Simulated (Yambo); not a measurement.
Yambo run on Rb2PtC2 (space group P-3m1, No. 164). The wavefunctions are PBEsol (Quantum ESPRESSO, PseudoDojo norm-conserving, 84 Ry, without SOC) ones on a 3×3×2 mesh (22 occupied bands); a = 5.406 Å, b = 5.406 Å, c = 5.201 Å, α = 90.00°, β = 90.00°, γ = 120.00°.

Yambo input:

```
rim_cut
gw0
dyson
el_el_corr
HF_and_locXC
ppa
em1d
RandQpts= 1000000
RandGvec= 1 Ry
EXXRLvcs= 84 Ry
VXCRLvcs= 336 Ry
Chimod= "HARTREE"
% BndsRnXp
 5 | 241 |
%
NGsBlkXp= 3 Ry
% LongDrXp
 1.0 | 1.0 | 1.0 |
%
PPAPntXp= 27.2114 eV
% GbndRnge
 1 | 241 |
%
GTermKind= "BG"
DysSolver= "n"
ExtendOut
% QPkrange
 2 | 2 | 22 | 22 |
 4 | 4 | 22 | 23 |
%
```

k points by index: 2 = A, 4 = (0, 0.333, -0.5).

Table of the .qp output:

```
#    K-point    Band    Eo [eV]    E [eV]    E-Eo [eV]    Vxc [eV]    Vnlxc [eV]    Sc|Eo [eV]    Sc|E [eV]    dSc/dw|Eo [eV]    Re(Z)    Im(Z)
#
    2    22    0.000000    -0.280909    -0.280909    -18.28791    -21.54220    2.896882    2.973383    -7.407023    0.786035    -0.001581
    4    22    -0.776469E-3    -0.288460    -0.287684    -18.25798    -21.50495    2.881226    2.959289    -7.380414    0.786639    -0.001577
    4    23    1.241554    1.665725    0.424171    -9.575794    -6.057072    -2.999970    -3.094552    -6.066038    0.817711    -0.001364
```
(The two width columns are left out.) Convergence of these settings isn't established.

Geometry of the Materials Project entry, not relaxed at this level.
